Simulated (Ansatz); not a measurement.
## How much do the gradients of Tl2PdC4N4 depend on the method?

Cell: a refined structure from the COD whose atoms were relaxed with PBE, the cell held.

Space group P2_1/c (No. 14); a = 6.2770, b = 7.4370, c = 10.0447 Å, β = 112.53°.

```csv
site,Wyckoff,site symmetry,x,y,z
Tl,4e,1,0.3113,0.8516,0.0823
Pd,2c,-1,0.0000,0.5000,0.0000
C7,4e,1,0.2691,0.3347,0.0628
C11,4e,1,0.9934,0.4983,0.8002
N15,4e,1,0.4265,0.2358,0.1021
N19,4e,1,0.9892,0.4976,0.6828
```

One atom of each set is listed.

First run. Method: Kohn–Sham DFT in Ansatz, PBE, plane waves and PAW, scalar-relativistic, 420 eV cutoff, Γ-centred 6×5×4 k-points, Fermi–Dirac smearing 0.05 eV.

| site | V_zz (10²¹ V/m²) | η |
| --- | --- | --- |
| Tl | 1.90 | 0.97 |
| Pd | 13.75 | 0.02 |
| C7 | -5.05 | 0.03 |
| C11 | -4.89 | 0.06 |
| N15 | -7.12 | 0.12 |
| N19 | -6.68 | 0.17 |

Second run. The same atoms and settings, except that the functional is r2SCAN and the cutoff is 500 eV.

Q: What does the second run give?

A: 

```tsv
site	V_zz	η	change of V_zz
Tl	2.17	0.88	+0.27
Pd	14.32	0.01	+0.57
C7	-5.45	0.02	-0.40
C11	-5.32	0.05	-0.43
N15	-7.36	0.13	-0.24
N19	-6.94	0.17	-0.26
```

The largest change of V_zz is on Pd, from 13.75 to 14.32. In per cent, |V_zz| changes by +14 on Tl, +4 on Pd, +8 to +9 on C, +3 to +4 on N (all sites that start above 0.5).

Spin–orbit coupling is left out, which shifts gradients on Tl by a few per cent, and by more where contributions nearly cancel. With these PAW files V_zz is typically within 2 to 3 % of all-electron values, but misses above 10 % occur on Pd. The database entry as given showed forces above 3 eV/Å or a pressure above 30 GPa, though relaxing it moves no atom far.
For the second run: The largest force is 0.8 eV/Å, so the atoms aren't at the calculated equilibrium and relaxing them would move these values.
